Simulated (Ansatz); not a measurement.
Values for one crystal, relaxed and computed with r²SCAN in the plane-wave PAW code Ansatz; other levels are named.

```yaml
volume_per_atom: 17.12 Å³
electronic_character: metallic (no gap)
Pressure derivative B′: 4.4
Bulk modulus (Birch–Murnaghan fit): 165 GPa
Formation energy from the elements (no fitted shifts): -1.36 eV/atom
Density of states at the Fermi level: 0.77 states/eV per atom (mean over ±0.08 eV)
Gap with spin–orbit coupling: none (metallic)
```

Question: Pick the material that matches.
A. Zr4Rh2O, Fd-3m (Zr on 16c, Zr on 48f, Rh on 32e, O on 16d)
B. ZrGe, P-6m2 (Zr on 1a, Ge on 1f)
C. RbP2Rh2, I4/mmm (Rb on 2a, P on 4e, Rh on 4d)
D. NdH2, fluorite

Answer: A, Zr4Rh2O, Fd-3m (Zr on 16c, Zr on 48f, Rh on 32e, O on 16d)

The start of the workflow was typed in or built on a structure type; neither database checked (COD, Materials Project) lists it. Its standing as an ambient phase is unchecked. Symmetry was held in the r²SCAN relaxation; its stability against distortions is not shown here. The workflow began spin-polarised and lost its moments. The references are the lowest solids computed at this level, not always the standard phases (solids in place of the gases). Spin–orbit coupling is left out wherever it is not named.

Potentials: the later of the program's two PAW sets.
